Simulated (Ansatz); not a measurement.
The relaxed structure here is a generated cell of AlP: the first start was made by placing the elements on the sites of a structure type, and the end was not matched to a known phase here, so it may be hypothetical. Known forms of AlP include space group No. 216.

A structure of AlP relaxed with PBEsol (plane waves to 420 eV, PAW, scalar-relativistic; Ansatz, a first-principles code); single points at other levels follow on the same geometry (Ansatz, PAW; HSE06 at 420 eV on a 4×4×6 k-mesh; no spin-orbit coupling). Space group P4₂/mnm (No. 136).

Space group P4₂/mnm (No. 136); a = b = 6.6371 Å, c = 3.8927 Å, α = β = γ = 90.00°

```
atom  site  symmetry       x       y       z
----  ----  --------  ------  ------  ------
Al      4g      m.2m  0.1724  0.1724  0.5000
P       4f      m.2m  0.3132  0.3132  0.0000
```

| level | gap (eV) | kind | conduction minimum |
|---|---|---|---|
| PBEsol | 1.68 | indirect | A |
| HSE06 | (withheld) | – | (withheld) |

Q: Complete the blanks.

A: 
- HSE06, gap (eV): 2.53
- HSE06, conduction minimum: A

HSE06 gaps come from a coarse mesh plus a few chosen points, so they may be too large. No spin polarisation in the result.

The run could not lose the symmetry of its start, so the end can be a saddle point.

It was reached from a disturbed copy of a P6₃/mmc (No. 194) cell, against which it lies -0.19 eV/atom.
